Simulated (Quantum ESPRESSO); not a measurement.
## Band energies of LuSb

```
CELL_PARAMETERS angstrom
      0.00000     3.03933     3.03933
      3.03933     0.00000     3.03933
      3.03933     3.03933     0.00000
ATOMIC_POSITIONS crystal
  Sb 0.50000 0.50000 0.50000
  Lu 0.00000 0.00000 0.00000
```

PBEsol (Quantum ESPRESSO, PseudoDojo norm-conserving, 100 Ry, scalar-relativistic); path ΓXWKΓLUWLK,UX; energies in eV from the Fermi level.

```
k (1/Å)  point  band 16  band 17  band 18  band 19  band 20  band 21  band 22  band 23
-------  -----  -------  -------  -------  -------  -------  -------  -------  -------
0.00         Γ    -5.21    -5.21     0.84     0.84     0.84     1.21     1.21     1.21
0.57              -5.22    -5.22    -3.04    -0.69    -0.69     0.07     2.45     3.15
1.03         X    -5.21    -5.21    -3.32    -0.89    -0.89    -0.48     1.58     2.89
1.16              -5.21    -5.21    -3.29    -1.38    -1.29     0.09     1.88     3.12
1.55         W    -5.21    -5.19    -2.74    -2.74    -2.68     2.31     2.54     2.54
1.79              -5.21    -5.20    -3.10    -3.02    -1.67     1.16     2.98     3.37
1.92         K    -5.21    -5.20    -3.15    -3.05    -1.42     0.87     3.21     3.52
2.31              -5.21    -5.21    -3.72    -2.09    -1.63     2.35     2.84     3.31
2.81              -5.21    -5.21    -0.51     0.00     0.05     1.31     1.66     1.88
3.01         Γ    -5.21    -5.21     0.84     0.84     0.84     1.21     1.21     1.21
3.31              -5.22    -5.21    -1.39    -0.42    -0.42     1.65     1.65     1.71
3.81              -5.21    -5.21    -4.71    -1.78    -1.78     2.75     3.14     3.14
3.91         L    -5.20    -5.18    -4.88    -1.82    -1.82     3.11     3.25     3.25
4.33              -5.21    -5.19    -4.03    -2.54    -1.62     1.64     3.17     3.28
4.54         U    -5.21    -5.20    -3.15    -3.05    -1.42     0.87     3.21     3.52
4.91         W    -5.21    -5.19    -2.74    -2.74    -2.68     2.31     2.54     2.54
5.36              -5.21    -5.19    -4.50    -2.15    -1.76     2.48     2.74     3.35
5.64         L    -5.20    -5.18    -4.88    -1.82    -1.82     3.11     3.25     3.25
5.82              -5.20    -5.19    -4.71    -1.98    -1.78     2.71     3.01     3.23
6.27         K    -5.21    -5.20    -3.15    -3.05    -1.42     0.87     3.21     3.52
6.27         U    -5.21    -5.20    -3.15    -3.05    -1.42     0.87     3.21     3.52
6.64         X    -5.21    -5.21    -3.32    -0.89    -0.89    -0.48     1.58     2.89
```

A metal at this level: along this path bands 18, 19, 20, 21 cross the Fermi level.

Spin-orbit coupling is left out; for elements this heavy it splits bands near the Fermi level. The 4f states are in the valence at their DFT position.

Geometry of the Materials Project entry, not relaxed at this level.

The structure is a Materials Project entry; no match was found in the copy of COD used, and its stability was not checked.
